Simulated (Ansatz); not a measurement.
# PtS2 as a free-standing sheet: computed properties

PtS$_{2}$:
```xyz
3
Lattice="3.5132 0.0000 0.0000 -1.7566 3.0425 0.0000 0.0000 0.0000 31.0000" Properties=species:S:1:pos:R:3 pbc="T T F"
S      1.7566     1.0142    16.7123
Pt     0.0000     0.0000    15.5000
S      0.0000     2.0283    14.2877
```
The layer is periodic in x and y and isolated along z.

Method: LDA (plane waves, PAW; program Ansatz). Lattice and atoms are relaxed at this level; other levels are named.

### Structure

| Property | Value |
|---|---|
| In-plane lattice | a = 3.513 Å |
| Distance between the outermost nuclei | 2.42 Å |

### Electronic structure

| Property | Value |
|---|---|
| Band gap | 1.75 eV (indirect) |
| Valence-band maximum | on the K–Γ line, 48 % of the way from K |
| Conduction-band minimum | on the Γ–M line, 47 % of the way from Γ |
| Ionisation potential (Kohn–Sham) | 6.53 eV |
| Electron affinity (Kohn–Sham) | 4.77 eV |
| Electron effective mass, in the valley on the Γ–M line, 47 % of the way from Γ | 0.63 along x, 0.24 along y (mₑ) |
| Hole effective mass, in the valley on the K–Γ line, 48 % of the way from K | 0.63 along x, 0.86 along y (mₑ) |

Space group P-3m1 (1T). A layer that has been made, often on a substrate. The cell was relaxed with LDA under the symmetry of its start; its stability against distortions is not shown here. The run is not spin-polarised. Spin–orbit coupling is left out wherever it is not named.

Potentials: the later of the program's two PAW sets.
